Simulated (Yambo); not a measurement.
# How GW settings move the gap: TlBr

G0W0@LDA for TlBr (rock salt, space group Fm-3m, No. 225) in Yambo. Reference settings: 4×4×4 Γ-centred k mesh, 134 bands and a 8 Ry block in the screening, 134 bands in G with the Bruneval-Gonze terminator, plasmon pole fitted at 27.2 eV. The LDA gap L → L on this mesh is 1.96 eV; G0W0 gaps are taken between the same points.

| change from the reference | G0W0 gap L → L (eV) | shift of the valence edge (eV) | rough Yambo cost |
|---|---|---|---|
| reference settings | 3.43 | -1.10 | 1 |
| 47 bands in W, 47 bands in G | 3.30 | -0.80 | about 1/3 |
| 83 bands in W, 83 bands in G | 3.39 | -1.00 | within a factor of two |
| 47 bands in G | 3.41 | -1.05 | – |
| 83 bands in G | 3.43 | -1.09 | – |
| 57 bands in W | 3.35 | -0.91 | within a factor of two |
| 3 Ry block | 3.21 | -0.87 | within a factor of two |
| 2 Ry block | 3.14 | -0.80 | within a factor of two |
| 7 Ry block | 3.40 | -1.07 | within a factor of two |
| pole fitted at 10 eV | 3.31 | -0.89 | – |
| no random integration | 3.38 | -0.91 | – |
| 47 bands in G, no terminator | 3.14 | -0.58 | – |
| 83 bands in G, no terminator | 3.30 | -0.87 | – |
| no terminator | 3.37 | -1.00 | – |

The reference isn't shown to be the converged limit. Costs are rough (shared machines), scaled to the same edge states, and given only for runs that recompute the screening.

Spin-orbit coupling is left out; with 6p states at a band edge it can lower the gap by many tenths of an eV, most of a small gap.

The standard potential for Tl keeps a d shell in the valence without the s and p states of that shell. In tests on such compounds this moved G0W0 gaps by up to about 0.9 eV, so absolute quasiparticle energies here are unreliable; differences between settings are what counts.

Geometry of the Materials Project entry, not relaxed at this level; primitive cell a = 4.7264 Å, b = 4.7264 Å, c = 4.7264 Å, α = 60.00°, β = 60.00°, γ = 60.00°.

This is not the ordinary phase of the substance; no match was found in the copy of COD used, and its stability was not checked.

A shift is the quasiparticle energy of the state minus its LDA energy.
